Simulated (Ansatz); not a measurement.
Generalised stacking fault in Al

All numbers below come from Ansatz, DFT r2SCAN, scalar-relativistic, plane waves, PAW. The runs took a 500 eV cutoff, a Γ-centred 22×22×7 mesh and Gaussian smearing (0.15 eV). No spin polarisation. Energies are free energies at this smearing, counted from the undisturbed cell; pressure is positive in compression.

The starting cell (relaxed at this level; this bcc form isn't the usual structure):

```xyz
4
Lattice="-1.5944 1.5944 -1.5944 -1.5944 -1.5944 1.5944 0.0000 6.3775 6.3775" Properties=species:S:1:pos:R:3 pbc="T T T"
Al    0.0000    5.5803    5.5803
Al   -1.5944    0.7972    0.7972
Al    0.0000    2.3916    2.3916
Al   -1.5944    3.9859    3.9859
```

The cut lies on the cell's a–b face, a (0 1 1) plane (indices in the standard cell, whose axes needn't be the Cartesian ones shown) of area 7.19 Å², between layers 2.25 Å apart. Vector c is tilted by f times 1·a + 0·b (length 2.762 Å) with the atoms' Cartesian places fixed: one unrelaxed fault a cell. The cell is metallic on the mesh throughout.

| f | γ (mJ/m²) | shear traction, the slope of γ along the slip (GPa) |
| --- | --- | --- |
| 0.0000 | 0 | 0.0 |
| 0.1000 | 12 | 0.8 |
| 0.2000 | 43 | 1.4 |
| 0.3000 | ? | ? |
| 0.4000 | 117 | 0.9 |

By symmetry 0.6000 repeats 0.4000, 0.8000 repeats 0.2000 in energy, with the opposite slope along the path.

(1) Give the withheld values.

Results:

(1) γ (mJ/m²) at f = 0.3000: 85; shear traction, the slope of γ along the slip (GPa) at f = 0.3000: 1.5.

Cost: 5 runs of about 13 core-minutes in all, on Arm Neoverse V2 (shared hosts).